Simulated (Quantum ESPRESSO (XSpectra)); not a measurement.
Quantum ESPRESSO (XSpectra) run for X-ray absorption at the Se K edge of Al2ZnSe4 (I-4). Geometry: Materials Project entry mp-7907 (a computed structure). The cell is the entry's, not relaxed again. The ground-state test found a gap, so occupations are fixed and the excited electron is left out (charged cell on a uniform background); energies count from the highest occupied level. pw.x input:

```
&CONTROL
  calculation = 'scf'
  prefix = 'x'
  pseudo_dir = './pseudo'
  outdir = './out'
/
&SYSTEM
  ibrav = 0
  nat = 28
  ntyp = 4
  ecutwfc = 67
  input_dft = 'PZ'
  tot_charge = 1
  occupations = 'fixed'
/
&ELECTRONS
  conv_thr = 2.8e-07
  mixing_beta = 0.4
/
ATOMIC_SPECIES
Seh 78.971 Se.lda-tm-gipaw-star1s.UPF
Al 26.982 Al.lda-tm-gipaw.UPF
Zn 65.380 Zn.upf
Se 78.971 Se.lda-tm-gipaw.UPF
CELL_PARAMETERS angstrom
   5.565880000    5.565880000    0.000000000
  -5.565880000    5.565880000    0.000000000
   0.000000000    0.000000000   10.913380000
ATOMIC_POSITIONS crystal
Al     0.250000000    0.750000000    0.250000000
Al     0.250000000    0.250000000    0.750000000
Al     0.750000000    0.250000000    0.250000000
Al     0.750000000    0.750000000    0.750000000
Al     0.000000000    0.000000000    0.500000000
Al     0.000000000    0.500000000    0.000000000
Al     0.500000000    0.500000000    0.500000000
Al     0.500000000    0.000000000    0.000000000
Zn     0.000000000    0.000000000    0.000000000
Zn     0.000000000    0.500000000    0.500000000
Zn     0.500000000    0.500000000    0.000000000
Zn     0.500000000    0.000000000    0.500000000
Seh    0.006365000    0.755495000    0.631320000
Se     0.006365000    0.255495000    0.131320000
Se     0.506365000    0.255495000    0.631320000
Se     0.506365000    0.755495000    0.131320000
Se     0.255495000    0.993635000    0.868680000
Se     0.255495000    0.493635000    0.368680000
Se     0.755495000    0.493635000    0.868680000
Se     0.755495000    0.993635000    0.368680000
Se     0.493635000    0.244505000    0.131320000
Se     0.493635000    0.744505000    0.631320000
Se     0.993635000    0.744505000    0.131320000
Se     0.993635000    0.244505000    0.631320000
Se     0.244505000    0.006365000    0.368680000
Se     0.244505000    0.506365000    0.868680000
Se     0.744505000    0.506365000    0.368680000
Se     0.744505000    0.006365000    0.868680000
K_POINTS automatic
2 2 1 0 0 0
```

xspectra.x input:

```
&input_xspectra
  calculation = 'xanes_dipole'
  edge = 'K'
  prefix = 'x'
  outdir = './out'
  xonly_plot = .false.
  xiabs = 1
  xcoordcrys = .false.
  xepsilon(1) = 1.0
  xepsilon(2) = 0.0
  xepsilon(3) = 0.0
  xniter = 1500
  xcheck_conv = 50
  xerror = 0.002
  x_save_file = 'x0.sav'
/
&plot
  xnepoint = 451
  xemin = -5.0
  xemax = 40.0
  xgamma = 1.5
  terminator = .true.
  cut_occ_states = .true.
/
&pseudos
  filecore = 'core.wfc'
/
&cut_occ
  cut_desmooth = 0.1
  cut_stepl = 0.01
  cut_ierror = 1e-6
/
2 2 2 1 1 1
```

End of the pw.x output:

```

  -120.3989-119.8411-119.7866-119.7050 -75.0117 -74.9622 -74.9448 -74.4269
   -74.4108 -74.4062 -74.3700 -74.3568 -74.3525 -74.2898 -74.2748 -74.2707
   -11.9644  -8.3674  -8.2591  -7.9394  -7.8994  -7.8861  -7.8201  -7.6095
    -7.6017  -7.5410  -7.4962  -7.4398  -7.3895  -7.3497  -7.3035  -7.2744
    -2.5512  -2.4089  -2.2628  -2.2007  -2.1573  -1.9793  -1.7754  -1.7074
    -1.6884  -1.6765  -1.6513  -1.6269  -1.6169  -1.6078  -1.5942  -1.5671
    -1.5615  -1.5481  -1.5179  -1.5016  -1.4546  -1.4244  -0.8411  -0.6774
    -0.5480  -0.4024  -0.2842  -0.2024  -0.1473   0.1585   0.2908   0.4612
     0.7895   1.0563   1.2114   1.2964   1.4477   1.5497   1.7029   1.7624
     1.8187   1.8802   1.9280   2.1347   2.1899   2.3419   2.3570   2.4065
     2.4963   2.5749   2.7716   2.8687   2.9274   3.0406   3.1727   3.3532
     3.3975   3.4521   3.5027   3.6500   3.6750   3.7791   3.8546   3.8964
     3.9475   3.9737   4.3514   4.4212

     highest occupied level (ev):     4.4660

!    total energy              =   -2367.48252389 Ry
     estimated scf accuracy    <       0.00000022 Ry

     The total energy is the sum of the following terms:
     one-electron contribution =   -1824.84336401 Ry
     hartree contribution      =     965.32908499 Ry
     xc contribution           =    -618.80583949 Ry
     ewald contribution        =    -889.16240537 Ry

     convergence has been achieved in  15 iterations

     XML data file, charge density, pseudopotentials, collected wavefunctions
```

xspectra.x output, shortened:

```
... Begin STEP 1 ...

        Radial transition matrix element(s) used in the calculation of the
        initial vector of the Lanczos basis (|tilde{phi}_abs> normalized)
        | For PAW proj. (l=1) #1: radial matrix element =   0.003687209
        | For PAW proj. (l=1) #2: radial matrix element =   0.004737717

NB: the     2 k-point are not all listed below because npool=  4
        |-------------------------------------------------------------
        ! k-point #     1:  ( 0.0000,  0.3536,  0.1803),  0.2500,   1
        |-------------------------------------------------------------
 okvan= F
        |   Norm of the initial Lanczos vector: 0.28554145E-02
        !   => CONVERGED at iter    350 with error=  0.00170081
        |-------------------------------------------------------------
        ! k-point #     2:  ( 0.0000,  0.3536,  0.5409),  0.2500,   1
        |-------------------------------------------------------------
 okvan= F
        |   Norm of the initial Lanczos vector: 0.28554145E-02
        !   => CONVERGED at iter    400 with error=  0.00163959

     Results of STEP 1 successfully written in x_save_file
     x_save_file name:
     ->  x0.sav
     x_save_file version:  2

     ... End STEP 1 ...

     ... Begin STEP 2 ...

     The spectrum is calculated using the following parameters:
        energy-zero of the spectrum [eV]:    4.4660
        the occupied states are elimintate from the spectrum

        ...
... Begin STEP 2 ...

     The spectrum is calculated using the following parameters:
        energy-zero of the spectrum [eV]:    4.4660
        the occupied states are elimintate from the spectrum
        xemin [eV]:  -5.00
        xemax [eV]:  40.00
        xnepoint:  451
        constant broadening parameter [eV]:    1.500
        Core level energy [eV]: -0.1266E+05
         (from electron binding energy of neutral atoms in X-ray data booklet)

     Cross-section successfully written in xanes.dat

     ... End STEP 2 ...

     xanes        :     24.07s CPU     24.41s WALL (       1 calls)

     -------------------------------------------------------------------------
                                END JOB XSpectra
     -------------------------------------------------------------------------
```

xanes.dat for the field along x, every fifth line (energy in eV, cross section):

```
   -5.000   4.7430e-05
   -4.500   5.1760e-05
   -4.000   5.6830e-05
   -3.500   6.2810e-05
   -3.000   6.9980e-05
   -2.500   7.8670e-05
   -2.000   8.9390e-05
   -1.500   1.0290e-04
   -1.000   1.2020e-04
   -0.500   1.4290e-04
    0.000   1.7350e-04
    0.500   2.1610e-04
    1.000   2.7630e-04
    1.500   3.6140e-04
    2.000   4.7410e-04
    2.500   5.9700e-04
    3.000   6.8820e-04
    3.500   7.2110e-04
    4.000   7.1390e-04
    4.500   7.0090e-04
    5.000   6.9550e-04
    5.500   6.9850e-04
    6.000   7.1160e-04
    6.500   7.3140e-04
    7.000   7.5030e-04
    7.500   7.6250e-04
    8.000   7.6560e-04
    8.500   7.5470e-04
    9.000   7.2610e-04
    9.500   6.8660e-04
   10.000   6.4640e-04
   10.500   6.1080e-04
   11.000   5.8140e-04
   11.500   5.5980e-04
   12.000   5.4780e-04
   12.500   5.4740e-04
   13.000   5.5980e-04
   13.500   5.8310e-04
   14.000   6.1030e-04
   14.500   6.3270e-04
   15.000   6.4490e-04
   15.500   6.4370e-04
   16.000   6.3190e-04
   16.500   6.1780e-04
   17.000   6.0500e-04
   17.500   5.9270e-04
   18.000   5.8100e-04
   18.500   5.7070e-04
   19.000   5.6010e-04
   19.500   5.5000e-04
   20.000   5.4570e-04
   20.500   5.5050e-04
   21.000   5.6480e-04
   21.500   5.8810e-04
   22.000   6.1750e-04
   22.500   6.4420e-04
   23.000   6.5980e-04
   23.500   6.6160e-04
   24.000   6.4940e-04
   24.500   6.2500e-04
   25.000   5.9330e-04
   25.500   5.6070e-04
   26.000   5.3280e-04
   26.500   5.1240e-04
   27.000   4.9920e-04
   27.500   4.9170e-04
   28.000   4.8860e-04
   28.500   4.8930e-04
   29.000   4.9180e-04
   29.500   4.9420e-04
   30.000   4.9660e-04
   30.500   4.9970e-04
   31.000   5.0380e-04
   31.500   5.0910e-04
   32.000   5.1550e-04
   32.500   5.2050e-04
   33.000   5.1990e-04
   33.500   5.1240e-04
   34.000   4.9980e-04
   34.500   4.8400e-04
   35.000   4.6670e-04
   35.500   4.5150e-04
   36.000   4.4220e-04
   36.500   4.3960e-04
   37.000   4.4000e-04
   37.500   4.3960e-04
   38.000   4.3760e-04
   38.500   4.3480e-04
   39.000   4.3210e-04
   39.500   4.3160e-04
   40.000   4.3520e-04
```
